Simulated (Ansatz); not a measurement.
La$_{3}$Al$_{4}$Si$_{6}$ in space group P-3m1 (No. 164; Pearson symbol hP13), PBE (plane waves, PAW; program Ansatz), all energies at zero smearing, with the estimated change up to a 700 eV cutoff added, with one set of potentials and settings (totals compare only within such a set). Cell of 13 atoms (3 La, 4 Al, 6 Si): -24721.402 eV.

```
element                reference phase  E (eV/atom)
-------  -----------------------------  -----------
La       P6_3/mmc, 4 atoms in the cell   -6250.0953
Al          Fm-3m, 1 atoms in the cell    -537.5049
Si          Fd-3m, 2 atoms in the cell    -635.8096
```

Formation energy per atom, worked out: (-24721.402 − 3×(-6250.0953) − 4×(-537.5049) − 6×(-635.8096))/13 = -0.480 eV/atom (-46 kJ per mol of atoms), at 0 K, without zero-point energy or fitted corrections.

The first step of the workflow began from a Materials Project structure, measured or hypothetical; the Crystallography Open Database copy checked does not list it. Whether it is the stable phase at ambient conditions was not checked. Symmetry was held in the PBE relaxation; its stability against distortions is not shown here. The references are the lowest solids computed at this level, not always the standard phases. Scalar-relativistic: spin–orbit coupling is off unless named, which matters more the heavier the elements.

Potentials: the later of the program's two PAW sets.
